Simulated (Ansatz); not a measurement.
TiTe₂ (P-3m1)

These are results of DFT PBE+D3(BJ), scalar-relativistic, plane waves, PAW in Ansatz, not measurements.

Cutoff 420 eV; k points 12×12×8 on the computed 3-atom cell (Γ-centred); Gaussian smearing, width 0.10 eV; no spin polarisation.

The structure is relaxed at this level of theory with its symmetry kept. Whether it is the stable form of this composition wasn't checked.

```
CELL_PARAMETERS angstrom
3.69602 0.00000 0.00000
-1.84801 3.20084 0.00000
0.00000 0.00000 6.38387
ATOMIC_POSITIONS crystal
Ti 0.00000 0.00000 0.00000
Te 0.66667 0.33333 0.27121
Te 0.33333 0.66667 0.72879
```

```json
{"Space group": "P-3m1 (No. 164)", "Volume per atom": "25.17 Å³", "Kohn–Sham band gap": "none (metal)", "Density of states at the Fermi level": "1.50 states/eV per cell", "Löwdin character within 0.5 eV of the Fermi level": "Ti 3d 71 %, Te 5p 25 %", "Bulk modulus": "39 GPa", "Its pressure derivative": "7.4", "Bader charges (e)": "Ti (1 in the cell) 1.33, Te (2 in the cell) -0.66"}
```

Spin-orbit coupling is left out, which matters for the bands of heavy elements.